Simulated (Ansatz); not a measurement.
## Relaxing a structure of Nb

The start is a generated cell, Nb placed in the AFLOW prototype A_hR12_166_2h (as in B). The cell and all atomic positions are relaxed at zero pressure with r2SCAN (plane waves to 500 eV, PAW, scalar-relativistic; Ansatz, an electronic-structure program). First-step values are on the input's coarse k-mesh.

Ansatz input (later rounds restart from its end on a renewed k-mesh):
Ansatz 0.2 input:
```yaml
crystal:
  lattice:
    - [3.3161832, 1.9145993, 5.6601193]
    - [-3.3161832, 1.9145993, 5.6601193]
    - [0, -3.8291985, 5.6601193]
  atoms:
    - { symbol: Nb, position: [0.0104, 0.65729, 0.0104] }
    - { symbol: Nb, position: [0.0104, 0.0104, 0.65729] }
    - { symbol: Nb, position: [0.65729, 0.0104, 0.0104] }
    - { symbol: Nb, position: [0.9896, 0.34271, 0.9896] }
    - { symbol: Nb, position: [0.9896, 0.9896, 0.34271] }
    - { symbol: Nb, position: [0.34271, 0.9896, 0.9896] }
    - { symbol: Nb, position: [0.2206, 0.6323, 0.2206] }
    - { symbol: Nb, position: [0.2206, 0.2206, 0.6323] }
    - { symbol: Nb, position: [0.6323, 0.2206, 0.2206] }
    - { symbol: Nb, position: [0.7794, 0.3677, 0.7794] }
    - { symbol: Nb, position: [0.7794, 0.7794, 0.3677] }
    - { symbol: Nb, position: [0.3677, 0.7794, 0.7794] }
basis: { ecutwfc: 500, ecutrho_ratio: 4, xc_grid: 3, fft_grid_basis: typed }
kpoints: { mp_grid: { grid: [5, 5, 5] } }
hamiltonian:
  xc: r2scan
  dispersion: none
  pseudopotentials: { azcp: { folder: ./paw }, kind: paw }
scf: { occupations: { method: fermi_dirac, width: 0.05 } }
relax: { f_tol: 0.01, max_steps: 100, cell: { stress_tol: 0.02 } }
output: { forces: true, stress: true }
```

- Outcome = The space group stays R-3m (No. 166) (the run could not lower it), with 12 atoms in the primitive cell
- Energy released = about 1.8 eV/atom
- Volume change = +19.7 %, from 17.97 to 21.52 Å³/atom
- Band gap at the end = zero (metallic)
- Optimiser moves = 30

The end point of the relaxation:

```cif
data_Nb36
_chemical_formula_sum 'Nb36'
_space_group_name_H-M_alt 'R-3m :H'
_space_group_IT_number 166
_space_group_name_Hall '-R 3 2"'
_cell_length_a 5.56597
_cell_length_b 5.56597
_cell_length_c 28.86903
_cell_angle_alpha 90.000
_cell_angle_beta 90.000
_cell_angle_gamma 120.000
loop_
_atom_site_label
_atom_site_type_symbol
_atom_site_symmetry_multiplicity
_atom_site_Wyckoff_symbol
_atom_site_fract_x
_atom_site_fract_y
_atom_site_fract_z
_atom_site_occupancy
Nb1 Nb 18 h 0.33544 0.16772 0.11992 1
Nb2 Nb 18 h 0.16818 0.33637 0.04066 1
```
(The calculation used a cell of 12 atoms; values per cell refer to that cell.)

Final values are on a 8×8×8 k-mesh of the relaxed cell. The start holds a very short contact (Nb–Nb 2.31 Å). No spin polarisation in the result.

The run could not lose the symmetry of its start: the end is stationary, and may be a saddle point rather than a minimum.

The relaxed structure here is a generated cell of Nb: the first start was made by placing the elements on the sites of a structure type, and the end was not matched to a known phase here, so it may be hypothetical. Known forms of Nb include space group No. 229.
